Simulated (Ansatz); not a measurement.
A relaxed cell of TiFe (Pm-3m (No. 221)), relaxed on a k-mesh at least as fine as the one used below. Computed with PBEsol (plane waves to 420 eV, PAW, scalar-relativistic; Ansatz, a first-principles code). Γ-centred k-mesh 6×11×11 on the run's cell (coarser than for final values), Fermi–Dirac smearing 0.05 eV.

```
TiFe
1.0
    5.83256     0.00000     0.00000
    0.00000     2.91628     0.00000
    0.00000     0.00000     2.91628
Fe Ti
2 2
Direct
  0.00000   0.00000   0.00000
  0.50000   0.00000   0.00000
  0.25000   0.50000   0.50000
  0.75000   0.50000   0.50000
```

The atoms are displaced by (Å):

```
atom     ux      uy      uz
----  -----  ------  ------
Fe1   0.055   0.048  -0.002
Fe2   0.053   0.115   0.107
Ti3   0.112  -0.090  -0.034
Ti4   0.091  -0.084   0.035
```

### Question
What forces (eV/Å) and pressure result?

### Answer
| atom | Fx | Fy | Fz |
|---|---|---|---|
| Fe1 | 0.22 | -0.65 | 0.18 |
| Fe2 | 0.37 | -1.30 | -0.83 |
| Ti3 | -0.70 | 1.02 | 0.52 |
| Ti4 | 0.11 | 0.93 | 0.12 |

Pressure +2.6 GPa.

### Question
Estimate the energy cost of the displacement in the harmonic approximation and compare with the calculation.

### Answer
For a harmonic well ΔE = −½ Σ F·u = 0.246 eV a cell, or 61 meV/atom. The calculated energy relative to the undisplaced cell is +0.06 eV/atom, so the harmonic estimate holds well.

No spin polarisation in the result: the starting moments vanished. A magnetic state may lie lower.

The run that gave the undisplaced cell could not lose the symmetry of its start; a randomly shaken copy of 4 atoms returns to this structure.
